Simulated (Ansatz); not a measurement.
Co (hcp, Mg type)

```xyz
2
Lattice="2.4573 0.0000 0.0000 -1.2286 2.1281 0.0000 0.0000 0.0000 3.9686" Properties=species:S:1:pos:R:3 pbc="T T T"
Co     0.0000     1.4187     2.9765
Co     1.2286     0.7094     0.9922
```

In each cell atom 2 (Co, nearest neighbour Co at 2.439 Å; its periodic images, 2.5 Å or more away, move with it) moves by s·(0.577, 0.577, 0.577) (along Cartesian [111]), the rest being held.

These are PBEsol (plane waves to 420 eV, PAW, scalar-relativistic; Ansatz, an electronic-structure program) values and carry that method's errors. k mesh 17×17×10 (Γ-centred), Fermi-Dirac smearing 0.05 eV. E stands for the smeared free energy. With partly filled bands, energies and forces of such displacements shift with the k mesh and the smearing. Co was relaxed with its symmetry unable to fall. Relaxed Co ends ferromagnetic. The magnetic order is the one the run started from; other orders were not tried. The zero of ΔE is the undisplaced structure. The last digit holds for this mesh only.

```json
[
 {"s (Å)": "-0.240", "ΔE (meV/cell)": "140.7"},
 {"s (Å)": "-0.192", "ΔE (meV/cell)": "87.2"},
 {"s (Å)": "-0.144", "ΔE (meV/cell)": "withheld"},
 {"s (Å)": "-0.096", "ΔE (meV/cell)": "20.7"},
 {"s (Å)": "-0.048", "ΔE (meV/cell)": "5.1"},
 {"s (Å)": "0.000", "ΔE (meV/cell)": "0.0"},
 {"s (Å)": "0.048", "ΔE (meV/cell)": "5.1"},
 {"s (Å)": "0.096", "ΔE (meV/cell)": "20.9"},
 {"s (Å)": "0.144", "ΔE (meV/cell)": "48.7"},
 {"s (Å)": "0.192", "ΔE (meV/cell)": "90.1"},
 {"s (Å)": "0.240", "ΔE (meV/cell)": "147.0"}
]
```

Fit a polynomial form (powers 2, 3, 4) to the given rows and predict ΔE at s = -0.144.

Least squares on the 10 given rows: ΔE = (2227)·s² + (221.7)·s³ + (4718)·s⁴, in meV/cell with s in Å; root-mean-square residual 0.13 meV/cell. At -0.144 the fit gives 47.5 meV/cell; the calculation gives 47.7 meV/cell, so the interpolation is off by -0.2 (-0.4 %). The quadratic term alone would give 46.2 meV/cell.

(For displaced atoms, the force is minus the slope of the energy, and its curvature is a force constant, which sets phonon frequencies.)
